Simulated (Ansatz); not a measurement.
A scan (energy against volume; even scaling of the relaxed cell, symmetry kept) gave these values. Calculation: r2SCAN (plane waves to 500 eV, PAW, scalar-relativistic; Ansatz, a quantum-chemistry and plane-wave program).

The bulk modulus at fixed cell shape B₀ (third-order Birch-Murnaghan fit) is 149 GPa and the pressure derivative B₀′ (fit) is 4.8. The equilibrium volume of the fit is 12.40 Å³/atom.

Of these crystals, all scanned alike, which one is it?
A) Al₂Cu (Al2Cu type, space group I4/mcm)
B) Sr₂ZnMoO₆ (space group I4/m)
C) Mg (hcp, Mg type)
D) Te (trigonal-Te type, space group P3_121)

B, Sr₂ZnMoO₆ (space group I4/m). The others have, for the bulk modulus at fixed cell shape: Mg 39.6 GPa, Te 19.8 GPa, Al2Cu 114 GPa

Al2Cu is run without spin polarisation. All were relaxed with their symmetry unable to fall. Spin-orbit coupling is left out. Sr2ZnMoO6 is run without spin polarisation. With the shape held, the modulus is that of even scaling; a crystal free to change shape is softer.

(Under strain, the slope of the energy per volume gives the stress and its curvature an elastic modulus.)
